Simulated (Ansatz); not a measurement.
Perovskite alloy of SrTiO3 and CaTiO3 (3 of 8 Sr sites exchanged), 40 atoms

Ansatz, PAW, plane waves. PBEsol relaxation of volume and atoms (shape held) at the single k point (¼, ¼, ¼) without its symmetry partners; single points on the relaxed atoms at the Γ point alone, onto which points of the small cell's zone fold. Arrangement: quasirandom. No spin–orbit coupling unless named.

Relaxed structure:

```cif
data_structure
_symmetry_space_group_name_H-M 'P 1'
_symmetry_Int_Tables_number 1
_cell_length_a 7.7298
_cell_length_b 7.7298
_cell_length_c 7.7298
_cell_angle_alpha 90.000
_cell_angle_beta 90.000
_cell_angle_gamma 90.000
_cell_volume 461.85
loop_
_atom_site_label
_atom_site_type_symbol
_atom_site_fract_x
_atom_site_fract_y
_atom_site_fract_z
_atom_site_occupancy
Sr1 Sr 0.99039 0.99847 0.99159 1
Sr2 Sr 0.99197 0.99855 0.49103 1
Sr3 Sr 0.00458 0.49567 0.00367 1
Sr4 Sr 0.00439 0.49659 0.50120 1
Sr5 Sr 0.50369 0.49646 0.00707 1
Ca1 Ca 0.48750 0.99462 0.97532 1
Ca2 Ca 0.48162 0.99331 0.48741 1
Ca3 Ca 0.50976 0.49288 0.50409 1
Ti1 Ti 0.25068 0.24350 0.24461 1
Ti2 Ti 0.24845 0.24393 0.74426 1
Ti3 Ti 0.24899 0.74616 0.24543 1
Ti4 Ti 0.24892 0.74609 0.74321 1
Ti5 Ti 0.74093 0.24339 0.24924 1
Ti6 Ti 0.74530 0.24369 0.74415 1
Ti7 Ti 0.74226 0.74571 0.24818 1
Ti8 Ti 0.74434 0.74714 0.74408 1
O1 O 0.26856 0.27106 0.00011 1
O2 O 0.24208 0.22361 0.49945 1
O3 O 0.28262 0.73448 0.00059 1
O4 O 0.23125 0.78013 0.50037 1
O5 O 0.73138 0.22483 0.00393 1
O6 O 0.76301 0.28113 0.50350 1
O7 O 0.71978 0.78197 0.00477 1
O8 O 0.77715 0.72771 0.50403 1
O9 O 0.00308 0.22365 0.23947 1
O10 O 0.00387 0.27732 0.76320 1
O11 O 0.00388 0.78028 0.23002 1
O12 O 0.00489 0.72672 0.77516 1
O13 O 0.50231 0.28881 0.27393 1
O14 O 0.50259 0.21733 0.73395 1
O15 O 0.50290 0.71801 0.28883 1
O16 O 0.50360 0.78860 0.72274 1
O17 O 0.29640 0.00192 0.22819 1
O18 O 0.23247 0.00163 0.77641 1
O19 O 0.22620 0.50253 0.26671 1
O20 O 0.28616 0.50242 0.72134 1
O21 O 0.72033 0.00294 0.28778 1
O22 O 0.78223 0.00262 0.73294 1
O23 O 0.77715 0.50370 0.22773 1
O24 O 0.72210 0.50353 0.77241 1
```

Problem. What are the mean bond lengths by pair (pairs within 1.2 times the sum of covalent radii, less contacts 15 % beyond the pair's median; cation–cation pairs of compounds aside; long ionic contacts are cut short by that bound)?

Solution. Ca–O 2.577 ± 0.144 Å (standard deviation, 25 bonds); O–Sr 2.750 ± 0.197 Å (standard deviation, 59 bonds); O–Ti 1.956 ± 0.058 Å (standard deviation, 48 bonds).

Problem. What gap lies between the top filled and the lowest empty level in the single points?

Solution. HSE06 3.59 eV (12 s on NVIDIA H100).
